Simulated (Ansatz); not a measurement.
Rb2NaTlBr6:
```yaml
crystal:
  lattice:
    - [0.00000, 5.59821, 5.59821]
    - [5.59821, 0.00000, 5.59821]
    - [5.59821, 5.59821, 0.00000]
  atoms:
    - { symbol: Rb, position: [0.75000, 0.75000, 0.75000] }
    - { symbol: Rb, position: [0.25000, 0.25000, 0.25000] }
    - { symbol: Na, position: [0.50000, 0.50000, 0.50000] }
    - { symbol: Tl, position: [0.00000, 0.00000, 0.00000] }
    - { symbol: Br, position: [0.75504, 0.24496, 0.24496] }
    - { symbol: Br, position: [0.24496, 0.75504, 0.75504] }
    - { symbol: Br, position: [0.24496, 0.75504, 0.24496] }
    - { symbol: Br, position: [0.75504, 0.24496, 0.75504] }
    - { symbol: Br, position: [0.24496, 0.24496, 0.75504] }
    - { symbol: Br, position: [0.75504, 0.75504, 0.24496] }
```

The program Ansatz at the r²SCAN level (PAW) gives a gap of 1.29 eV without spin–orbit coupling, maximum at Γ, minimum at Γ.

### Question
What happens when spin–orbit coupling is switched on?

### Answer
The gap shrinks by 0.09 eV, to 1.20 eV; maximum at Γ, minimum at Γ.

### Question
How large is the spin–orbit splitting of the valence top at Γ?

### Answer
The fourfold level lies 0.32 eV above the split-off pair.

### Question
Give the electron effective mass with spin–orbit coupling.

### Answer
0.31 mₑ (isotropic).

### Question
Give the hole effective mass with spin–orbit coupling, band 1 of 2 at the edge.

### Answer
2.1 along [100], 1.6 along [110], 1.4 along [111] (mₑ).

### Question
Give the hole effective mass with spin–orbit coupling, band 2 of 2 at the edge.

### Answer
0.91 along [100], 1.0 along [110], 1.2 along [111] (mₑ).

Space group Fm-3m. The first step of the workflow began from a Materials Project structure, measured or hypothetical; the Crystallography Open Database copy checked does not list it. Whether it is the stable phase at ambient conditions was not checked. Symmetry was held in the r²SCAN relaxation; its stability against distortions is not shown here.

Potentials: the later of the program's two PAW sets.
